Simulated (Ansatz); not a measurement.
Input:

P:
```yaml
crystal:
  lattice:
    - [1.71388, 0.98951, 2.91411]
    - [-1.71388, 0.98951, 2.91411]
    - [0.00000, -1.97902, 2.91411]
  atoms:
    - { symbol: P, position: [0.23380, 0.23380, 0.23380] }
    - { symbol: P, position: [0.76620, 0.76620, 0.76620] }
```

This is the LDA-relaxed structure.

### Question
All from LDA in the plane-wave PAW code Ansatz, unless another level is named. Give the electronic character.

### Answer
metallic (no gap).

### Question
Give the density of states at the Fermi level.

### Answer
0.18 states/eV per atom (mean over ±0.08 eV).

Space group R-3m (A7 (α-As type)). This is a known high-pressure phase of the composition, computed here at zero pressure and temperature. The LDA relaxation kept the symmetry of its start; its stability against distortions is not shown here.

Potentials: the later of the program's two PAW sets.
